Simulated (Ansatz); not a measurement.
Pb2Au:
```xyz
6
Lattice="-3.6993 3.6993 2.8740 3.6993 -3.6993 2.8740 3.6993 3.6993 -2.8740" Properties=species:S:1:pos:R:3 pbc="T T T"
Au     0.0000     0.0000     4.3110
Au     0.0000     0.0000     1.4370
Pb     4.8860     1.1867     0.0000
Pb     2.5127     1.1867     2.8740
Pb    -1.1867     2.5127     2.8740
Pb     1.1867     2.5127     0.0000
```

Relaxed with r²SCAN. Special points in fractions of this cell's reciprocal vectors: Γ (0.000, 0.000, 0.000); X (0.000, 0.000, 0.500); M (-0.500, 0.500, 0.500); Z (0.401, 0.401, -0.401); Z0 (-0.401, 0.599, 0.401); P (0.250, 0.250, 0.250); N (0.000, 0.500, 0.000).

Task: List the band energies nearest the Fermi level at these points for plane-wave PAW r²SCAN (Ansatz code).

Result: In eV from the Fermi level; about four levels below and three above (degenerate sets whole), none deeper than 8.9 eV; points with the same levels are listed once.

```csv
k,below,above
Γ,-1.53 -1.53 -1.41 -1.12,0.16 1.20 1.77
X,-1.93 -1.92 -0.89 -0.69,1.36 2.92 3.57
M,-3.64 -3.64 -1.71 -0.96,1.04 1.42 1.42
Z,-3.77 -3.77 -1.76 -1.36,0.07 0.10 0.10
P,-2.56 -2.56 -1.75 -1.75,0.34 0.34 1.22 1.22
N,-3.57 -3.57 -1.37 -1.37,0.29 0.29 1.75 1.75
```

Space group I4/mcm. The workflow started from an entry of the Crystallography Open Database (COD). Its standing as an ambient phase is unchecked. The r²SCAN relaxation kept the symmetry of its start; whether a distortion lowers the energy is not shown. Spin–orbit coupling is left out wherever it is not named.

Potentials: the later of the program's two PAW sets.
